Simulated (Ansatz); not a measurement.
CsHO:
```yaml
crystal:
  lattice:
    - [2.16593, -5.71072, 0.00000]
    - [2.16593, 5.71072, 0.00000]
    - [0.00000, 0.00000, 4.49940]
  atoms:
    - { symbol: Cs, position: [0.86162, 0.13838, 0.73370] }
    - { symbol: Cs, position: [0.13838, 0.86162, 0.23370] }
    - { symbol: H, position: [0.53488, 0.46512, 0.61061] }
    - { symbol: H, position: [0.46512, 0.53488, 0.11061] }
    - { symbol: O, position: [0.59408, 0.40592, 0.76540] }
    - { symbol: O, position: [0.40592, 0.59408, 0.26540] }
```

Relaxed with r²SCAN. Special points in fractions of this cell's reciprocal vectors: Γ (0.000, 0.000, 0.000); Y (-0.500, 0.500, 0.000); C0 (-0.286, 0.714, 0.000); Σ0 (0.286, 0.286, 0.000); Z (0.000, 0.000, 0.500); A0 (0.286, 0.286, 0.500); E0 (-0.286, 0.714, 0.500); T (-0.500, 0.500, 0.500); S (0.000, 0.500, 0.000); R (0.000, 0.500, 0.500).

Problem. List the band energies nearest the valence-band maximum at these points for r²SCAN in the plane-wave PAW code Ansatz.

Solution. In eV from the valence-band maximum; about four levels below and three above (degenerate sets whole), none deeper than 8.9 eV; points with the same levels are listed once.

```json
[
 {"k": "Γ", "below": "-0.31 -0.30 -0.10 0.00", "above": "4.55 4.61 6.24"},
 {"k": "Y", "below": "-0.37 -0.24 -0.15 -0.07", "above": "4.53 5.94 6.57"},
 {"k": "C0", "below": "-0.65 -0.58 -0.41 -0.33", "above": "5.65 6.28 7.23"},
 {"k": "Z", "below": "-0.54 -0.54 -0.26 -0.26", "above": "5.70 5.70 7.26 7.26"},
 {"k": "A0", "below": "-0.26 -0.26 -0.04 -0.04", "above": "5.46 5.46 7.51 7.51"},
 {"k": "T", "below": "-0.47 -0.47 -0.44 -0.44", "above": "5.82 5.82 6.99 6.99"},
 {"k": "S", "below": "-0.70 -0.58 -0.43 -0.35", "above": "5.95 6.00 6.98"},
 {"k": "R", "below": "-0.24 -0.24 -0.01 -0.01", "above": "5.66 5.66 6.80 6.80"}
]
```

Space group Cmc2_1. The first step of the workflow began from a Materials Project structure, measured or hypothetical; the Crystallography Open Database copy checked does not list it. Its standing as an ambient phase is unchecked. The r²SCAN relaxation kept the symmetry of its start; its stability against distortions is not shown here. Spin–orbit coupling is left out wherever it is not named.

Potentials: the later of the program's two PAW sets.
